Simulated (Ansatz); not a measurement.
Bi:
```
CELL_PARAMETERS angstrom
      4.52005     0.00000     0.00000
      0.00000     4.52005     0.00000
      0.00000     0.00000     3.25008
ATOMIC_POSITIONS crystal
  Bi 0.00000 0.50000 0.56311
  Bi 0.50000 0.00000 0.43689
```

Relaxed with PBEsol. Special points in fractions of this cell's reciprocal vectors: Γ (0.000, 0.000, 0.000); X (0.000, 0.500, 0.000); M (0.500, 0.500, 0.000); Z (0.000, 0.000, 0.500); R (0.000, 0.500, 0.500); A (0.500, 0.500, 0.500).

Q: List the band energies nearest the Fermi level at these points for PBEsol with spin–orbit coupling (plane waves, PAW; program Ansatz).

A: In eV from the Fermi level; about four levels below and three above (degenerate sets whole), none deeper than 8.9 eV; points with the same levels are listed once.

```
k                    below                above
-  -----------------------  -------------------
Γ  -4.03 -4.03 -2.61 -2.61  1.27 1.27 2.65 2.65
X  -0.52 -0.52 -0.52 -0.52  4.49 4.49 4.49 4.49
M  -5.33 -5.33 -5.33 -5.33  3.76 3.76 3.76 3.76
Z  -0.67 -0.67 -0.61 -0.61  3.21 3.21 4.68 4.68
R  -3.98 -3.98 -3.98 -3.98  0.33 0.33 0.33 0.33
A  -2.65 -2.65 -2.65 -2.65  2.13 2.13 2.13 2.13
```

Space group P4/nmm. The workflow started from a Materials Project entry (that database holds measured and hypothetical structures alike); the Crystallography Open Database copy checked does not list it. It is not the phase usual at ambient conditions (space group No. 166). Symmetry was held in the PBEsol relaxation; of distortions, only those at the zone centre were tested.

Potentials: the earlier of the program's two PAW sets.
